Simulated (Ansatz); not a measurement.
NiO: which magnetic order is lowest?

```xyz
4
Lattice="0.0000 4.1718 4.1718 2.0859 0.0000 2.0859 2.0859 2.0859 0.0000" Properties=species:S:1:pos:R:3 pbc="T T T"
Ni    0.0000    0.0000    0.0000
O     2.0859    2.0859    2.0859
Ni    0.0000    2.0859    2.0859
O     2.0859    4.1718    4.1718
```

All energies were calculated with Ansatz 0.2.0 (PBE; 420 eV; 5×10×10 Γ-centred mesh; fermi-dirac occupations of width 0.050 eV). The atoms are fixed and numbered as listed; spin is collinear, without spin-orbit coupling.

Different starts of the self-consistent cycle ended in different solutions. Their moments in μB:

| state | Ni1 | Ni3 | other atoms together | size of the net moment a cell |
| --- | --- | --- | --- | --- |
| A | 1.41 | 1.41 | 0.55 | 3.48 |
| B | 1.36 | -1.36 | 0.00 | 0.00 |
| C | 0.00 | 0.00 | 0.00 | 0.00 |

Site moments are taken in small spheres that don't touch (radius about 0.4 of the atom's shortest bond), so those of the magnetic atoms read low, and they needn't add up to the net moment. State C was run without spin polarisation.

Problem. Rank the states by energy at zero smearing.

Solution. State B (antiparallel, compensated) is lowest; A (parallel moments) lies 136 meV above it, C (without moments) lies 186 meV above it, all counted an atom of the cell.

Problem. How much does the cell gain by forming moments?

Solution. 186 meV an atom of the cell, or 373 meV for each Ni atom, against state C, which has none. A run without spin would miss this and give wrong energies and forces. That state isn't the paramagnet, which keeps its moments, so this is no ordering energy.

The cell is that of a Crystallography Open Database entry, unchanged but doubled along one cell vector so that moments can oppose.

Caveats: only orders that fit this cell and collinear spins were tried, so the true order may need a larger cell or canted moments; atoms and cell are not relaxed, and each state would relax in its own way; semilocal functionals without U often misplace the states of 3d oxides, halides and chalcogenides; the k mesh is coarse, so differences of a few meV are uncertain where a state is a metal; one start a pattern, so a lower state of the same pattern may exist; the nearest magnetic atoms form triangles, which frustrates antiparallel coupling, so the true order may be non-collinear or need another cell.
